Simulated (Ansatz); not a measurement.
In PBE in the plane-wave PAW code Ansatz, SnGe in the orthorhombic phase (Pmma; Ge on 2e, Sn on 2f) relaxes to a = 4.369 Å, b = 4.405 Å, c = 6.262 Å. Ge has 4 nearest neighbours from 2.58 Å (tetrahedral); Sn has 4 nearest neighbours from 2.69 Å (tetrahedral). Against the elements it lies at 0.060 eV/atom, with no fitted shifts.

Electronic character: metallic (no gap).

The bulk modulus is 443 kbar.

The start of the workflow was typed in or built on a structure type; neither database checked (COD, Materials Project) lists it. Whether it is the stable phase at ambient conditions was not checked. The cell was relaxed with PBE under the symmetry of its start; its stability against distortions is not shown here. The references are the lowest solids computed at this level, not always the standard phases. Scalar-relativistic: spin–orbit coupling is off unless named, which matters more the heavier the elements.

Potentials: the earlier of the program's two PAW sets.
